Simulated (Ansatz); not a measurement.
Bands of Ga₂Cu

```
Ga Cu
1.0
     2.83000    0.00000    0.00000
     0.00000    2.83000    0.00000
     0.00000    0.00000    5.83900
Ga Cu
2 1
Direct
  0.50000 0.50000 0.29500
  0.50000 0.50000 0.70500
  0.00000 0.00000 0.00000
```

Atoms are numbered in the order listed.

The cell comes from COD entry 1524302, which wasn't checked; take it as a given geometry.

Method: DFT, PBEsol, all-electron LAPW, scalar-relativistic in Ansatz 0.2.0.

Numerical set-up: a Γ-centred 14×14×7 k mesh, Fermi–Dirac smearing of 0.08 eV, basis error target 1 meV/atom, no spin polarisation.

Points in fractions of the reciprocal vectors of this cell: Γ (0, 0, 0), X (0, 0.5, 0), M (0.5, 0.5, 0), Z (0, 0, 0.5), R (0, 0.5, 0.5), A (0.5, 0.5, 0.5). The path runs Γ–X–M–Γ–Z–R–A–Z–X. Energies are in eV from the Fermi level; (×n) counts levels within 4 meV of each other, which need not be degenerate by symmetry.

(1) Is there a gap?

(2) List the levels between -20 and 4 eV at the symmetry points.

## Answers

(1) none: with an odd electron count and no spin polarisation the bands can't all be full, a metal in this set-up (in compounds, spin order or a distortion in a larger cell can open a gap).

(2) 
Γ: -15.25, -15.16, -15.11, -14.91 (×2), -14.80, -14.77, -14.74, -14.71 (×2), -11.32, -7.42, -6.19, -4.02, -3.25, -3.21 (×2), -2.87
X: -15.20, -15.13, -14.97, -14.93, -14.90, -14.88, -14.85, -14.82, -14.69, -14.57, -7.20, -5.91, -5.37, -3.80, -3.28, -3.10, -2.41, -2.31, -2.14, -0.80, 1.80
M: -15.12, -15.09, -15.08 (×2), -15.02, -14.81 (×2), -14.65, -14.63, -14.54, -5.18, -4.07 (×2), -3.26, -2.52, -2.08 (×3), 1.35, 2.36, 2.57 (×2), 3.11
Z: -15.21, -15.16, -15.11, -14.91 (×2), -14.83, -14.77, -14.75, -14.72 (×2), -10.29, -10.12, -4.02 (×2), -3.22 (×2), -2.87, -1.60, 0.94
R: -15.17, -15.09, -14.98, -14.91, -14.89 (×2), -14.87, -14.85, -14.71, -14.61, -6.88, -5.84, -5.17, -4.23, -3.68, -3.49, -3.28, -3.10, -1.90, 3.31
A: -15.08, -15.07, -15.06 (×2), -15.04, -14.83 (×2), -14.65, -14.63, -14.59, -5.07, -4.25 (×2), -3.24, -2.52 (×2), -0.87 (×2), 0.07 (×2), 1.02, 2.96, 3.27
